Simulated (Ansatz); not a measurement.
SiO$_{2}$:
```cif
data_O24Si12
_chemical_formula_sum 'Si12 O24'
_space_group_name_H-M_alt 'P 1'
_space_group_IT_number 1
_cell_length_a 11.22233
_cell_length_b 11.22233
_cell_length_c 5.06890
_cell_angle_alpha 90.000
_cell_angle_beta 90.000
_cell_angle_gamma 102.929
loop_
_space_group_symop_operation_xyz
  'x, y, z'
loop_
_atom_site_label
_atom_site_type_symbol
_atom_site_fract_x
_atom_site_fract_y
_atom_site_fract_z
_atom_site_occupancy
Si1 Si 0.99472 0.41669 0.49526 1
Si2 Si 0.00528 0.58331 0.99526 1
Si3 Si 0.58331 0.00528 0.49526 1
Si4 Si 0.41669 0.99472 0.99526 1
Si5 Si 0.75350 0.65652 0.91422 1
Si6 Si 0.24650 0.34348 0.41422 1
Si7 Si 0.34348 0.24650 0.91422 1
Si8 Si 0.65652 0.75350 0.41422 1
Si9 Si 0.72572 0.27428 0.38849 1
Si10 Si 0.27428 0.72572 0.88849 1
Si11 Si 0.62264 0.37736 0.88931 1
Si12 Si 0.37736 0.62264 0.38931 1
O1 O 0.10730 0.34922 0.48086 1
O2 O 0.89270 0.65078 0.98086 1
O3 O 0.65078 0.89270 0.48086 1
O4 O 0.34922 0.10730 0.98086 1
O5 O 0.66332 0.52260 0.94231 1
O6 O 0.33668 0.47740 0.44231 1
O7 O 0.47740 0.33668 0.94231 1
O8 O 0.52260 0.66332 0.44231 1
O9 O 0.69517 0.30483 0.08686 1
O10 O 0.30483 0.69517 0.58686 1
O11 O 0.87148 0.31512 0.43354 1
O12 O 0.12852 0.68488 0.93354 1
O13 O 0.68488 0.12852 0.43354 1
O14 O 0.31512 0.87148 0.93354 1
O15 O 0.34696 0.65304 0.08699 1
O16 O 0.65304 0.34696 0.58699 1
O17 O 0.47000 0.98557 0.28969 1
O18 O 0.53000 0.01443 0.78969 1
O19 O 0.01443 0.53000 0.28969 1
O20 O 0.98557 0.47000 0.78969 1
O21 O 0.70828 0.74896 0.11705 1
O22 O 0.29172 0.25104 0.61705 1
O23 O 0.25104 0.29172 0.11705 1
O24 O 0.74896 0.70828 0.61705 1
```

Relaxed with PBEsol. DFT-PBEsol in the program Ansatz with PAW potentials gives a gap of 5.76 eV.

Q: What gap does HSE06 give on the same cell (Ansatz, PAW)?

A: 7.55 eV, 1.78 eV more. The hybrid was solved on a coarser mesh and at special points; the gap given is the minimum over both.

Cost on shared cores: the PBEsol run (SCF on a 3×3×6 mesh, then bands and DOS) about 30 core-minutes (a rough figure), the HSE06 run (SCF on 2×2×3, then a few points) very roughly 16 core-minutes; the tasks are unlike.

Space group Cmc2_1. The first step of the workflow began from a Materials Project structure, measured or hypothetical; the Crystallography Open Database files this formula in space group No. 36, but the cells were not matched. It is not the phase usual at ambient conditions (space group No. 92, 152, 154). Symmetry was held in the PBEsol relaxation; its stability against distortions is not shown here.

Potentials: the earlier of the program's two PAW sets. The files were generated under PBE; for other functionals the program regenerates the frozen cores, and for LDA and PBEsol the local potential too.
